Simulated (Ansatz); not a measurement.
An ordered 4-atom cell of KNaF2 on the rocksalt lattice (R-3m), relaxed with r2SCAN: 5 runs in Ansatz 0.2.0, each a calculation of independent-particle optics. The symmetry is R-3m (No. 166, trigonal); a = 3.478 Å, c = 17.447 Å in the conventional setting, 15.23 Å³ an atom. Na has 6 F at 2.37 Å; K has 6 F at 2.60 Å; F has 3 Na at 2.37 Å and 3 K at 2.60 Å. These are computed values for a spin-unpolarised cell that may be hypothetical; none is a measurement.

```yaml
crystal:
  lattice:
    - [1.73914, 1.00409, 5.81551]
    - [-1.73914, 1.00409, 5.81551]
    - [0.00000, -2.00819, 5.81551]
  atoms:
    - { symbol: Na, position: [0.00000, 0.00000, 0.00000] }
    - { symbol: K, position: [0.50000, 0.50000, 0.50000] }
    - { symbol: F, position: [0.26110, 0.26110, 0.26110] }
    - { symbol: F, position: [0.73890, 0.73890, 0.73890] }
```

On meshes this coarse, single peaks can be features of the mesh. No local fields, no excitons; the zone sum runs over the cells of the mesh, and ε∞ includes the bands left out of the spectrum. Up to four peaks are listed, those above 15 % of the tallest and inside the complete range; the four can differ from row to row. Rows marked drawn have settings drawn at random (some not listed).

```csv
functional,k mesh,broadening (eV),scissors (eV),range (eV),settings,direct gap on the mesh before scissors (eV),ε∞ xx,ε∞ yy,ε∞ zz,complete up to (eV),tallest peaks of mean ε₂ (eV)
PBE,6×6×6,0.1,0.00,0–23,chosen,6.25,2.06,2.06,2.08,23.0,13.45 18.25 18.95 22.75
r2SCAN,6×6×6,0.1,0.00,0–23,chosen,6.98,1.97,1.97,1.97,23.0,14.40 19.00 19.95 21.70
PBE,6×6×6,0.1,2.07 (to HSE06),0–23,chosen,6.25,1.94,1.94,1.94,23.0,15.50 20.30 21.00 22.85
PBE,6×6×6,0.05,0.60,2–6,drawn,6.25,2.02,2.02,2.03,6.0,none
LDA,6×6×6,0.4,1.50,0–6,drawn,5.89,2.02,2.02,2.03,6.0,none
```
